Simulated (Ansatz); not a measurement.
RuS2:
```
CELL_PARAMETERS angstrom
      5.58036     0.00000     0.00000
      0.00000     5.58036     0.00000
      0.00000     0.00000     5.58036
ATOMIC_POSITIONS crystal
  Ru 0.00000 0.00000 0.00000
  Ru 0.50000 0.00000 0.50000
  Ru 0.50000 0.50000 0.00000
  Ru 0.00000 0.50000 0.50000
  S  0.38630 0.38630 0.38630
  S  0.11370 0.61370 0.88630
  S  0.88630 0.11370 0.61370
  S  0.61370 0.88630 0.11370
  S  0.61370 0.61370 0.61370
  S  0.88630 0.38630 0.11370
  S  0.11370 0.88630 0.38630
  S  0.38630 0.11370 0.88630
```

Relaxed with PBEsol. Special points in fractions of this cell's reciprocal vectors: Γ (0.000, 0.000, 0.000); X (0.000, 0.500, 0.000); M (0.500, 0.500, 0.000); R (0.500, 0.500, 0.500); X1 (0.500, 0.000, 0.000).

Q: List the band energies nearest the valence-band maximum at these points for plane-wave PAW PBEsol with spin–orbit coupling (Ansatz code).

A: In eV from the valence-band maximum; about four levels below and three above (degenerate sets whole), none deeper than 8.9 eV; points with the same levels are listed once.

```
k                                below                          above
-  -----------------------------------  -----------------------------
Γ              -0.48 -0.48 -0.25 -0.25            0.47 0.47 2.57 2.57
X              -0.03 -0.03 -0.03 -0.03            2.03 2.03 2.03 2.03
M              -0.10 -0.10 -0.10 -0.10            2.36 2.36 2.36 2.36
R  -0.74 -0.74 -0.74 -0.74 -0.74 -0.74  2.30 2.30 2.30 2.30 2.30 2.30
```

Space group Pa-3. The PBEsol relaxation kept the symmetry of its start. No spin polarisation was allowed.

Potentials: the later of the program's two PAW sets.
